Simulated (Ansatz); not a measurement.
Values for one crystal, relaxed and computed with plane-wave PAW r²SCAN (Ansatz code); other levels are named.

| Property | Result |
|---|---|
| Volume per atom | 14.73 Å³ |
| Electronic character | metallic (no gap) |
| Density of states at the Fermi level | 0.72 states/eV per atom (mean over ±0.08 eV) |
| Formation energy from the elements (no fitted shifts) | -0.52 eV/atom |

Task: Which compound is it?
A) PdAu3, I4/mmm (Pd on 2a, Au on 4d, Au on 2b)
B) V3Os, Fm-3m (V on 8c, V on 4b, Os on 4a)
C) LaAl2Zn2, I4/mmm (Al on 4d, La on 2a, Zn on 4e)
D) VPt3, I4/mmm (Pt on 4d, Pt on 2b, V on 2a)

Result: D, VPt3, I4/mmm (Pt on 4d, Pt on 2b, V on 2a)

The workflow started from an entry of the Crystallography Open Database (COD), which files this formula under 2 space groups. Whether it is the stable phase at ambient conditions was not checked. Symmetry was held in the r²SCAN relaxation; its stability against distortions is not shown here. The final state is ferromagnetic, the only order run, not a proven ground state. Other orbital occupations within this spin state were not tried. The references are the lowest solids computed at this level, not always the standard phases. Spin–orbit coupling is left out wherever it is not named.

Potentials: the later of the program's two PAW sets.
